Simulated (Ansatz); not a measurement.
**How GaN (F-43m) stiffens under pressure**

```
CELL_PARAMETERS angstrom
0.00000 2.24894 2.24894
2.24894 0.00000 2.24894
2.24894 2.24894 0.00000
ATOMIC_POSITIONS crystal
Ga 0.00000 0.00000 0.00000
N 0.25000 0.25000 0.25000
```

This is the zero-pressure cell. At each pressure cell and atoms are relaxed in this structure, and the constants are slopes of the stress at strains of ±0.005 with relaxed ions (the coefficients that govern stability under load). Level: r²SCAN, PAW on Ansatz 0.2.0's default frozen-core files (fitted under PBE), scalar-relativistic; k mesh 10×10×10, strains of ±0.005, fixed occupations, cutoff 500 eV. P is the pressure of the relaxed cell, less that of this one.

| P (GPa) | V/V₀ | C11 (GPa) | C12 (GPa) | C44 (GPa) |
| --- | --- | --- | --- | --- |
| 0.00 | 1.0000 | 284.4 | 152.7 | 161.4 |
| 1.00 | 0.9950 | 288.4 | 157.1 | 162.3 |
| 2.01 | 0.9901 | 292.4 | 161.6 | 163.2 |
| 4.04 | ? | ? | ? | ? |
| 6.99 | 0.9674 | 311.7 | 183.4 | 166.7 |
| 9.99 | 0.9550 | 322.9 | 196.3 | 168.4 |
| 14.99 | 0.9360 | 341.0 | 217.4 | 170.4 |

Question: Does the bulk modulus from the constants agree with the pressure-volume curve?

Answer: A third-order Birch-Murnaghan fit to the volumes shown (F against f, f = [(V₀/V)^(2/3) − 1]/2) gives B₀ = 196.6 GPa and B′ = 4.3. Its −V dP/dV stands beside (C11 + 2C12)/3:

```
P (GPa)  from P(V)  from the constants
   0.00      196.6               196.6
   1.00      200.9               200.9
   2.01      205.2               205.2
   6.99      226.1               226.2
   9.99      238.5               238.5
  14.99      258.9               258.6
```

Question: What are the pressure derivatives at zero pressure?

Answer: Slopes at V₀ of quadratic fits in −ln(V/V₀) through the first four rows shown, divided by B₀: dC11/dP = 4.0, dC12/dP = 4.5, dC44/dP = 0.9. The mean slopes up to 2.0 GPa are 4.0, 4.4, 0.9; curvature and scatter of the constants part the two. The combination (dC11/dP + 2 dC12/dP)/3 = 4.3 stands against B′.

Question: Fill the row at 4.04 GPa.

Answer: Cubic fits in −ln(V/V₀) through all rows shown give C11 = 300.3, C12 = 170.6, C44 = 164.8 GPa. Computed: V/V₀ = 0.9805, C11 (GPa) = 300.3, C12 (GPa) = 170.5, C44 (GPa) = 164.8.

Question: Does a shear stiffness soften?

Answer: C44 goes from 161.4 to 170.4 GPa; (C11 − C12)/2 goes from 65.8 to 61.8 GPa. (C11 − C12)/2 softens under pressure, though the lattice stays mechanically stable over this range.

Known limits: this zinc-blende form is metastable at ambient conditions; no other phase was computed; many crystals of this kind change structure within this range, and rows or crossings beyond such a change describe a metastable lattice; frozen-core PAW files fitted under PBE, their cores solved anew for the functional of the run; constants at zero field, no piezoelectric stiffening; phonons weren't checked at these pressures.
